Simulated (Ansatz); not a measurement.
Collinear states of NaMnBi

Computed with DFT PBE, scalar-relativistic, plane waves, PAW in Ansatz.

```cif
data_structure
_symmetry_space_group_name_H-M 'P 1'
_symmetry_Int_Tables_number 1
_cell_length_a 4.5249
_cell_length_b 4.5249
_cell_length_c 7.7854
_cell_angle_alpha 90.000
_cell_angle_beta 90.000
_cell_angle_gamma 90.000
_cell_volume 159.40
loop_
_atom_site_label
_atom_site_type_symbol
_atom_site_fract_x
_atom_site_fract_y
_atom_site_fract_z
_atom_site_occupancy
Na1 Na 0.00000 0.50000 0.65152 1
Na2 Na 0.50000 0.00000 0.34848 1
Mn1 Mn 0.50000 0.50000 0.00000 1
Mn2 Mn 0.00000 0.00000 0.00000 1
Bi1 Bi 0.00000 0.50000 0.22545 1
Bi2 Bi 0.50000 0.00000 0.77455 1
```

* plane-wave cutoff: 420 eV
* Γ-centred k-mesh: 8×8×6
* occupation rule: Gaussian smearing, 0.1 eV
* list of starting moments (μB, in atom order): 0 0 4 4 0 0
* check for lower electronic states after the SCF: off

Each order was relaxed in cell and atoms. Signs run over the atoms with starting moments. Site moments are spin moments in atom-centred spheres that scale with the neighbour distance. The states are those that the runs reached from these starts; a lower one can exist.

Task: Order the starts by the energy of the state that they reach, lowest first.
A. antiferromagnetic in the cell, signs +-
B. no spin
C. ferromagnetic

Result: A (0.00 meV/atom), C (102 meV/atom), B (399 meV/atom).

```tsv
start	ends	energy above lowest (meV/atom)	site moments (μB)	gap on mesh (eV)	volume (Å³/atom)
no spin	non-magnetic	399	none over 0.05	metal	22.35
ferromagnetic	ferromagnetic	102	Mn +3.92 (×2), Bi -0.05 (×2)	metal	26.29
antiferromagnetic in the cell, signs +-	antiferromagnetic	0.00	Mn +3.89, Mn -3.89	0.39	25.84
```

Cost: 3 runs of about 21 core-minutes in all, on Arm Neoverse V1 (shared hosts).